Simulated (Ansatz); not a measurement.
Given:

NiAu:
```xyz
2
Lattice="1.4055 0.8115 4.2906 -1.4055 0.8115 4.2906 0.0000 -1.6229 4.2906" Properties=species:S:1:pos:R:3 pbc="T T T"
Au     0.0000     0.0000     0.0000
Ni     0.0000     0.0000     6.4359
```
The run is spin-polarised; directions of the spins, atom by atom: 0 ↑.

This is the PBE-relaxed structure.

Question: All from the program Ansatz at the PBE level (PAW), unless another level is named. Give the density of states at the Fermi level.

Answer: 1.4 states/eV per atom (mean over ±0.08 eV).

Question: Predict the formation energy from the elements (no fitted shifts).

Answer: 0.18 eV/atom.

Space group R-3m. The start of the workflow was typed in or built on a structure type; neither database checked (COD, Materials Project) lists it. Its standing as an ambient phase is unchecked. Symmetry was held in the PBE relaxation; whether a distortion lowers the energy is not shown. Magnetic state: ferromagnetic, the only order run, not a proven ground state. The cell computed holds one magnetic atom, so no antiferromagnetic order was within reach. Its formation energy is positive at this level, so the cell may be metastable or incomplete. The references are the lowest solids computed at this level, not always the standard phases. Spin–orbit coupling is left out wherever it is not named.

Potentials: the earlier of the program's two PAW sets.
